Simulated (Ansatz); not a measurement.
A plane-wave DFT run in Ansatz 0.2.0 (scalar-relativistic PAW potentials unless the input names others): input and command.

```yaml
crystal:
  lattice:
    - [2.7200250912, 0.0, 0.0]
    - [-1.3600125456, 2.3556108279, 0.0]
    - [0.0, 0.0, 4.2967694967]
  atoms:
    - { symbol: Ru, position: [0.3333333333, 0.6666666667, 0.25] }
    - { symbol: Ru, position: [0.6666666667, 0.3333333333, 0.75] }
basis:
  ecutwfc: "120 eV"
kpoints:
  mp_grid: { grid: [18, 18, 10] }
hamiltonian:
  xc: pbe
  dispersion: d3bj
scf:
  occupations: { method: gaussian, width: 0.1 }
  max_iter: 100
output:
  forces: true
  eigenvalues: true
  stress: true
relax:
  adjacent_minimum: "off"
  f_tol: 0.005
  max_steps: 50
  cell: { stress_tol: 0.05 }
```

```bash
ansatz run input.yaml --threads 1 --pin off --max-ram 2560MiB --backend cpu --events-out ev --progress --plain --runs-dir out
```

Abridged log:
```
Basis set: ecut = 120 eV, 97 PW (Γ), exchange–correlation on 20×20×32 points (8 copies of the dense FFT grid, shifted against one another)
Bands: 20, of which v1, the nominal top of the filled ones, is band 16 counted from 1 (15 counted from 0)
Symmetry: 24 space group operations
k-points: 222 of 3240
SCF iter   1: F=—  HF=-11602.939201 eV  |F-HF|=—  |Δ(HF+E_count)|=         —  Δρ=6.97e-1  dr2=9.62e1  ethr=1.77e-3  ⟨swp⟩=3.5  Hψ=17646  notcnv=0
SCF iter   2: F=—  HF=-11570.072616 eV  |F-HF|=—  |Δ(HF+E_count)|=    3.29e1  Δρ=4.44e-1  dr2=4.01e1  ethr=1.77e-3  ⟨swp⟩=2.6  Hψ=11022  notcnv=0  defer=57
SCF iter   3: F=—  HF=-11545.954186 eV  |F-HF|=—  |Δ(HF+E_count)|=    2.41e1  Δρ=9.94e-3  dr2=1.22e-2  ethr=1.77e-3  ⟨swp⟩=3.3  Hψ=12232  notcnv=0  defer=56
SCF iter   4: F=—  HF=-11546.079218 eV  |F-HF|=—  |Δ(HF+E_count)|=   1.25e-1  Δρ=1.95e-3  dr2=5.76e-4  ethr=3.80e-5  ⟨swp⟩=2.1  Hψ=8123  notcnv=0  defer=47
SCF iter   5: F=—  HF=-11546.079984 eV  |F-HF|=—  |Δ(HF+E_count)|=   7.66e-4  Δρ=2.44e-4  dr2=1.18e-5  ethr=1.80e-6  ⟨swp⟩=1.1  Hψ=4631  notcnv=0  defer=47
SCF iter   6: F=—  HF=-11546.080229 eV  |F-HF|=—  |Δ(HF+E_count)|=   2.45e-4  Δρ=4.66e-5  dr2=5.56e-7  ethr=3.68e-8  ⟨swp⟩=2.2  Hψ=6454  notcnv=0  defer=47
SCF iter   7: F=-11546.080228 eV  HF=-11546.080228 eV  |F-HF|=1.32e-9  |Δ(HF+E_count)|=   2.53e-7  Δρ=3.76e-6  dr2=1.48e-9  ethr=3.13e-10  ⟨swp⟩=5.3  Hψ=15973  notcnv=0
SCF 1 converged in 7 iterations: F = -11546.080228 eV  dr2 = 1.48e-9
relax step   1: F+E_penalty+E_count = -11546.08022848 eV  Δ(F+E_penalty+E_count) = +0.000e0 eV  max|allowed force component| = 4.626e-17 eV/Å  Δτ_max = 0.0000 Å  P = +254.250 GPa  Ω = 27.531 Å³  (7 SCF iters, dr2 threshold 1.00e-7 eV, accepted)
Crystal: 2 atoms, lattice volume = 31.375 Å³
Basis set: ecut = 120 eV, 99 PW (Γ), exchange–correlation on 20×20×32 points (8 copies of the dense FFT grid, shifted against one another)
Initial density: handed on by an earlier stage of this run
Initial wavefunctions: those handed on with the density
SCF iter   1: F=—  HF=-11476.904016 eV  |F-HF|=—  |Δ(HF+E_count)|=         —  Δρ=9.62e-2  dr2=1.62e0  ethr=3.10e-3  ⟨swp⟩=2.7  Hψ=15402  notcnv=0
   ...
SCF iter   5: F=-11549.001964 eV  HF=-11549.001964 eV  |F-HF|=2.91e-11  |Δ(HF+E_count)|=  3.60e-10  Δρ=5.61e-7  dr2=4.28e-11  ethr=7.56e-12  ⟨swp⟩=2.4  Hψ=7057  notcnv=0
SCF iter   6: F=-11549.001964 eV  HF=-11549.001964 eV  |F-HF|=1.82e-12  |Δ(HF+E_count)|=  3.64e-11  Δρ=1.07e-7  dr2=2.14e-12  ethr=1.00e-12  ⟨swp⟩=1.0  Hψ=9768  notcnv=0
SCF 49 converged in 6 iterations: F = -11549.001964 eV  dr2 = 2.14e-12
relax step  49: F+E_penalty+E_count = -11549.00196377 eV  Δ(F+E_penalty+E_count) = +1.228e-2 eV  max|allowed force component| = 1.295e-16 eV/Å  Δτ_max = 0.0000 Å  P = +0.003 GPa  Ω = 31.053 Å³  energy of the carried Pulay correction = -1.231e-2 eV  (6 SCF iters, dr2 threshold 2.00e-7 eV, accepted)
SCF iter   1: F=—  HF=-11548.926596 eV  |F-HF|=—  |Δ(HF+E_count)|=         —  Δρ=1.72e-4  dr2=7.01e-6  ethr=3.46e-8  ⟨swp⟩=3.1  Hψ=26388  notcnv=0
SCF iter   2: F=—  HF=-11548.926334 eV  |F-HF|=—  |Δ(HF+E_count)|=   2.62e-4  Δρ=1.13e-4  dr2=3.27e-6  ethr=2.19e-8  ⟨swp⟩=2.2  Hψ=5901  notcnv=0
SCF iter   3: F=—  HF=-11548.926332 eV  |F-HF|=—  |Δ(HF+E_count)|=   2.42e-6  Δρ=4.86e-6  dr2=2.71e-9  ethr=1.02e-8  ⟨swp⟩=2.8  Hψ=7696  notcnv=0
SCF iter   4: F=—  HF=-11548.926332 eV  |F-HF|=—  |Δ(HF+E_count)|=   1.15e-8  Δρ=1.83e-6  dr2=4.65e-10  ethr=8.47e-12  ⟨swp⟩=2.2  Hψ=6673  notcnv=0
SCF iter   5: F=—  HF=-11548.926332 eV  |F-HF|=—  |Δ(HF+E_count)|=  6.11e-10  Δρ=4.52e-7  dr2=3.72e-11  ethr=1.45e-12  ⟨swp⟩=2.0  Hψ=6204  notcnv=0
SCF iter   6: F=-11548.926332 eV  HF=-11548.926332 eV  |F-HF|=3.64e-12  |Δ(HF+E_count)|=  2.73e-11  Δρ=3.64e-8  dr2=2.87e-13  ethr=1.00e-12  ⟨swp⟩=4.2  Hψ=14340  notcnv=0
SCF 50 converged in 6 iterations: F = -11548.926332 eV  dr2 = 2.87e-13
Step failed. What follows is not a result of the run: it is the report of the last solve that finished, which converged after 6 SCF iterations.
Free energy (F): -11548.926332 eV
Harris-Foulkes:  -11548.926332 eV  (|F-HF|=3.64e-12)
Internal energy: -11548.921096 eV  (E = F + TS)
E sigma→0 (E₀):  -11548.923714 eV
Entropy (-TS):   -0.005235 eV (-2.618 meV/atom)
Fermi energy:    23.780384 eV
  E_disp       = -1.085440  (pairwise vdW)
--- Forces (eV/Å), atoms counted from 1 ---
  atom   1  Ru     0.00000000     0.00000000     0.00000000
  atom   2  Ru     0.00000000     0.00000000     0.00000000
--- Stress (GPa, compression-positive) ---
        0.460631       0.000000       0.000000
        0.000000       0.460631       0.000000
        0.000000       0.000000      -1.199882
  P = ⅓ Tr σ = -0.0929 GPa (-0.929 kbar)
End of that report.
this run last wrote the structure of step 50 to <dir>
Error: variable-cell relaxation did not converge after 50 `relax_step` rows, as none of its last 18 fresh-basis SCF(s) at a relaxed cell met both thresholds with a finite energy. The last misses `relax.cell.stress_tol`: largest allowed force component 1.11e-16 eV/Å (`relax.f_tol` 5.00e-3 eV/Å), stress off the target on the free part of the cell 1.20e0 GPa (`relax.cell.stress_tol` 5.00e-2 GPa), F+E_penalty+E_count -11548.92633176 eV. The closest is row 32, whose structure comes with this error. Larger ratio of force or stress to its threshold at each such SCF whose figures are numbers: 3128.800 ...
  cell:  # Å, volume = 31.0538 Å³
    - [2.79431856, 0.0, 0.0]
    - [-1.39715928, 2.41995086, 0.0]
    - [0.0, 0.0, 4.59231540]
  atoms:
    - { symbol: Ru, position: [0.33333333, 0.66666666, 0.25000000] }
    - { symbol: Ru, position: [0.66666666, 0.33333333, 0.75] }
```

Find the fault.

The fault is a cutoff far too low (basis.ecutwfc: 420 → "120 eV", the first being the value of the sound run). Setting it back cures it. The log, from which this was withheld above, says: «Warning: basis.ecutwfc = 120 eV is below the records' recommended 420 eV, and the density's cutoff is lower with it unless basis.ecutrho_ratio is high enough to keep the records' density cutoff: compare with a run at a higher cutoff» The run stopped without converging. A reference run from the same start on usual settings converged, and the end of its own relaxation has pressure 0.04 GPa, largest force 0.000 eV/Å, no gap on the mesh.

It took 3 min on 1 thread of AMD EPYC 7R43 64-Core Processor (Zen 3) (shared host), peak memory 0.34 GiB.